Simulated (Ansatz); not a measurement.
**Ansatz 0.2.0, relaxation: Zr2B2O7**

Launch command:

```bash
ansatz run input.yaml --threads 2 --pin off --max-ram 3584MiB --backend cpu --events-out ev --progress --plain --runs-dir out
```

input.yaml:

```yaml
crystal:
  lattice:
    - [3.04763, 3.982587, 0.0]
    - [3.04763, -3.982587, 0.0]
    - [0.970012, 0.0, -4.279889]
  atoms:
    - { symbol: O, position: [0.3934, 0.0782, 0.7863] }
    - { symbol: O, position: [0.9218, 0.6066, 0.2137] }
    - { symbol: O, position: [0.6066, 0.9218, 0.2137] }
    - { symbol: O, position: [0.0782, 0.3934, 0.7863] }
    - { symbol: O, position: [0.0, 0.0, 0.5] }
    - { symbol: O, position: [0.3934, 0.3934, 0.2792] }
    - { symbol: O, position: [0.6066, 0.6066, 0.7208] }
    - { symbol: Zr, position: [0.30944, 0.69056, 0.0] }
    - { symbol: Zr, position: [0.69056, 0.30944, 0.0] }
    - { symbol: B, position: [0.22379, 0.22379, 0.59156] }
    - { symbol: B, position: [0.77621, 0.77621, 0.40844] }
  symmetry: { tolerance: 0.0003 }
kpoints:
  mp_grid: { grid: [4, 4, 4], shift: [0, 0, 0] }
magnetization:
  spin_polarized: false
scf:
  occupations: { method: cold, width: 0.1016 }
  lower_state_search: "off"
hamiltonian:
  pseudopotentials: { kind: paw }
  xc: r2scan
basis:
  ecutwfc: 500
  fft_grid_basis: typed
relax:
  max_steps: 60
  cell: { p_target: 0.0 }
  f_tol: 0.03
output:
  forces: true
  stress: true
  eigenvalues: true
  bader: false
  populations: true
  elf: true
  write_potential: true
  volumetric_format: npy
  dos:
    e_range: [-12, 8]
    de: 0.05
    projected: { site_lists: { B: [B], O: [O], Zr: [Zr] } }
  write_density: true
checkpoint:
  read: saved_state
```

Origin of the cell: a known structure type with other elements, at an estimated volume, so it need not be a known compound.

The saved state is a converged single point of the same cell.

Steps («new basis» is an SCF on plane waves selected anew at the same cell):

```json
{"step": "1", "ΔF (meV/atom)": "0.0", "max force component (eV/Å)": "4.190", "P (GPa)": "25.92", "volume (Å³)": "103.89", "SCF iterations": "5", "step was": "accepted"}
{"step": "2", "ΔF (meV/atom)": "-205.2", "max force component (eV/Å)": "0.887", "P (GPa)": "-1.36", "volume (Å³)": "111.82", "SCF iterations": "8", "step was": "accepted"}
{"step": "3", "ΔF (meV/atom)": "-214.5", "max force component (eV/Å)": "0.168", "P (GPa)": "-0.25", "volume (Å³)": "111.22", "SCF iterations": "7", "step was": "accepted"}
{"step": "4", "ΔF (meV/atom)": "-216.7", "max force component (eV/Å)": "0.134", "P (GPa)": "0.27", "volume (Å³)": "111.12", "SCF iterations": "6", "step was": "accepted"}
{"step": "5", "ΔF (meV/atom)": "-216.9", "max force component (eV/Å)": "0.045", "P (GPa)": "-0.16", "volume (Å³)": "111.37", "SCF iterations": "5", "step was": "accepted"}
{"step": "6", "ΔF (meV/atom)": "-216.9", "max force component (eV/Å)": "0.051", "P (GPa)": "0.01", "volume (Å³)": "111.31", "SCF iterations": "5", "step was": "rejected"}
{"step": "7", "ΔF (meV/atom)": "-217.0", "max force component (eV/Å)": "0.006", "P (GPa)": "-0.03", "volume (Å³)": "111.31", "SCF iterations": "9", "step was": "accepted"}
{"step": "8", "ΔF (meV/atom)": "-217.0", "max force component (eV/Å)": "0.003", "P (GPa)": "0.00", "volume (Å³)": "111.29", "SCF iterations": "4", "step was": "accepted"}
{"step": "9", "ΔF (meV/atom)": "-217.4", "max force component (eV/Å)": "0.002", "P (GPa)": "-0.01", "volume (Å³)": "111.29", "SCF iterations": "6", "step was": "new basis"}
```

The starting structure.

Space group C2/m (No. 12); the run's cell has a = 5.015 Å, b = 5.015 Å, c = 4.388 Å, α = 82.28°, β = 82.28°, γ = 105.15°. Shortest distances: B–O 1.50 Å, O–Zr 1.95 Å, O–O 2.38 Å, B–B 3.01 Å, Zr–Zr 3.04 Å, B–Zr 3.11 Å.

The relaxed structure.

Space group C2/m (No. 12); the run's cell has a = 5.214 Å, b = 5.214 Å, c = 4.319 Å, α = 82.61°, β = 82.61°, γ = 104.20°. Shortest distances: B–O 1.43 Å, O–Zr 2.07 Å, O–O 2.38 Å, B–B 2.85 Å, B–Zr 3.21 Å, Zr–Zr 3.21 Å.

```
CELL_PARAMETERS angstrom
3.20233 4.11400 0.04228
3.20233 -4.11400 0.04228
0.95988 0.00000 -4.21101
ATOMIC_POSITIONS crystal
O 0.38287 0.08846 0.77516
O 0.91154 0.61713 0.22484
O 0.61713 0.91154 0.22484
O 0.08846 0.38287 0.77516
O 0.00000 0.00000 0.50000
O 0.37482 0.37482 0.29088
O 0.62518 0.62518 0.70912
Zr 0.30487 0.69513 0.00000
Zr 0.69513 0.30487 0.00000
B 0.20467 0.20467 0.58129
B 0.79533 0.79533 0.41871
```

| Quantity | Value |
| --- | --- |
| Free energy lowered by | 217.4 meV/atom |
| Volume change | 7.12 % |
| Final pressure | -0.01 GPa |
| Relaxation steps listed | 9 |
| Formation energy (elements under the same functional, gases as molecules, uncorrected) | -3.092 eV/atom |

Caveats: the relaxation held the start's symmetry, so the end may be a saddle point.

The run took 99 s on 2 threads of Arm Neoverse V1, with other jobs on the host, peak memory 0.71 GiB, from a saved density.
